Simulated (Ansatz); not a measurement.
LuSb:
```
LuSb
1.0
    0.00000     2.99845     2.99845
    2.99845     0.00000     2.99845
    2.99845     2.99845     0.00000
Lu Sb
1 1
Direct
  0.00000   0.00000   0.00000
  0.50000   0.50000   0.50000
```

Relaxed with PBEsol. Special points in fractions of this cell's reciprocal vectors: Γ (0.000, 0.000, 0.000); X (0.500, 0.000, 0.500); U (0.625, 0.250, 0.625); K (0.375, 0.375, 0.750); L (0.500, 0.500, 0.500); W (0.500, 0.250, 0.750).

Question: List the band energies nearest the Fermi level at these points for DFT-PBEsol in the program Ansatz with PAW potentials.

Answer: In eV from the Fermi level; about four levels below and three above (degenerate sets whole), none deeper than 8.9 eV; points with the same levels are listed once.

```csv
k,below,above
Γ,-5.13 -5.10 -5.10 -5.10,1.00 1.00 1.00
X,-3.34 -0.81 -0.81 -0.52,1.84 3.05 4.23 4.23
U,-5.10 -3.17 -3.07 -1.38,0.94 3.45 3.68
L,-5.09 -4.97 -1.83 -1.83,3.29 3.40 3.40
W,-5.10 -2.75 -2.75 -2.67,2.51 2.67 2.67
```

Space group Fm-3m (rock salt). The first step of the workflow began from a Materials Project structure, measured or hypothetical; the Crystallography Open Database copy checked does not list it. Whether it is the stable phase at ambient conditions was not checked. The cell was relaxed with PBEsol under the symmetry of its start; of distortions, only those at the zone centre were tested. Spin–orbit coupling is left out wherever it is not named.

Potentials: the later of the program's two PAW sets.
